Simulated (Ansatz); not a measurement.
Al$_{2}$O$_{3}$:
```cif
data_Al12O18
_chemical_formula_sum 'Al12 O18'
_space_group_name_H-M_alt 'R-3c :H'
_space_group_IT_number 167
_space_group_name_Hall '-R 3 2"c'
_cell_length_a 4.75768
_cell_length_b 4.75768
_cell_length_c 12.99226
_cell_angle_alpha 90.000
_cell_angle_beta 90.000
_cell_angle_gamma 120.000
loop_
_atom_site_label
_atom_site_type_symbol
_atom_site_symmetry_multiplicity
_atom_site_Wyckoff_symbol
_atom_site_fract_x
_atom_site_fract_y
_atom_site_fract_z
_atom_site_occupancy
Al1 Al 12 c 0.00000 0.00000 0.14816 1
O1 O 18 e 0.30632 0.30632 0.75000 1
```
(The calculation used a cell of 10 atoms; values per cell refer to that cell.)

Relaxed with r²SCAN.

Which orbitals make up the states near the band edges in r²SCAN in the plane-wave PAW code Ansatz?

Top 1 eV of the valence band: O 2p 96 %. Bottom 1 eV of the conduction band: Al 3s 42 %, O 2s 38 %, Al 3p 14 %, O 2p 5 %. Projections are on Löwdin-orthogonalised atomic valence shells; empty p or d shells of many metals are not among them.

Tabulate the density of states.

States/eV per cell of 10 atoms, in 0.25 eV bins, energy from the valence-band maximum.

```
E (eV)  total   O 2p  Al 3p  Al 3s
------  -----  -----  -----  -----
-7.10    0.00   0.00   0.00   0.00
-6.85    0.23   0.17   0.00   0.05
-6.60    1.32   1.00   0.06   0.24
-6.35    2.98   2.24   0.23   0.45
-6.10    5.83   4.39   0.47   0.82
-5.85    5.15   3.90   0.45   0.64
-5.60    4.26   3.23   0.42   0.46
-5.35    2.98   2.27   0.26   0.31
-5.10    4.92   3.76   0.72   0.25
-4.85    4.06   3.14   0.61   0.17
-4.60    2.69   2.12   0.43   0.07
-4.35    4.56   3.62   0.68   0.11
-4.10    5.75   4.60   0.78   0.14
-3.85    4.05   3.25   0.51   0.11
-3.60    3.07   2.47   0.39   0.07
-3.35    4.16   3.44   0.46   0.09
-3.10    3.64   3.07   0.37   0.09
-2.85    3.86   3.28   0.34   0.11
-2.60    4.82   4.16   0.43   0.12
-2.35    7.80   6.83   0.65   0.17
-2.10    6.04   5.41   0.38   0.11
-1.85    7.07   6.48   0.36   0.08
-1.60    8.00   7.43   0.37   0.05
-1.35   11.18  10.56   0.35   0.06
-1.10    6.75   6.42   0.17   0.03
-0.85    8.26   7.87   0.21   0.04
-0.60    8.32   7.97   0.18   0.04
-0.35    9.20   8.85   0.16   0.08
-0.10    3.09   3.00   0.03   0.02
0.15     0.00   0.00   0.00   0.00
0.40     0.00   0.00   0.00   0.00
0.65     0.00   0.00   0.00   0.00
0.90     0.00   0.00   0.00   0.00
1.15     0.00   0.00   0.00   0.00
1.40     0.00   0.00   0.00   0.00
1.65     0.00   0.00   0.00   0.00
1.90     0.00   0.00   0.00   0.00
2.15     0.00   0.00   0.00   0.00
2.40     0.00   0.00   0.00   0.00
2.65     0.00   0.00   0.00   0.00
2.90     0.00   0.00   0.00   0.00
3.15     0.00   0.00   0.00   0.00
3.40     0.00   0.00   0.00   0.00
3.65     0.00   0.00   0.00   0.00
3.90     0.00   0.00   0.00   0.00
4.15     0.00   0.00   0.00   0.00
4.40     0.00   0.00   0.00   0.00
4.65     0.00   0.00   0.00   0.00
4.90     0.00   0.00   0.00   0.00
5.15     0.00   0.00   0.00   0.00
5.40     0.00   0.00   0.00   0.00
5.65     0.00   0.00   0.00   0.00
5.90     0.00   0.00   0.00   0.00
6.15     0.00   0.00   0.00   0.00
6.40     0.00   0.00   0.00   0.00
6.65     0.00   0.00   0.00   0.00
6.90     0.00   0.00   0.00   0.00
7.15     0.01   0.00   0.00   0.00
7.40     0.07   0.00   0.01   0.04
7.65     0.12   0.01   0.02   0.05
7.90     0.17   0.01   0.03   0.07
8.15     0.22   0.02   0.04   0.08
8.40     0.27   0.03   0.06   0.09
8.65     0.34   0.04   0.08   0.09
8.90     0.41   0.05   0.11   0.11
9.15     0.50   0.06   0.15   0.12
9.40     0.60   0.08   0.19   0.13
9.65     0.74   0.11   0.25   0.15
9.90     0.93   0.14   0.33   0.17
10.15    1.47   0.20   0.56   0.26
10.40    2.73   0.29   1.10   0.56
10.65    4.16   0.40   1.61   0.95
10.90    5.04   0.49   1.92   1.18
11.15    4.03   0.40   1.55   1.00
11.40    4.59   0.45   1.66   1.30
11.65    4.68   0.46   1.57   1.45
11.90    4.65   0.45   1.64   1.39
```

Symmetry was held in the r²SCAN relaxation; phonons on a q-mesh show no instability.

Potentials: the earlier of the program's two PAW sets.
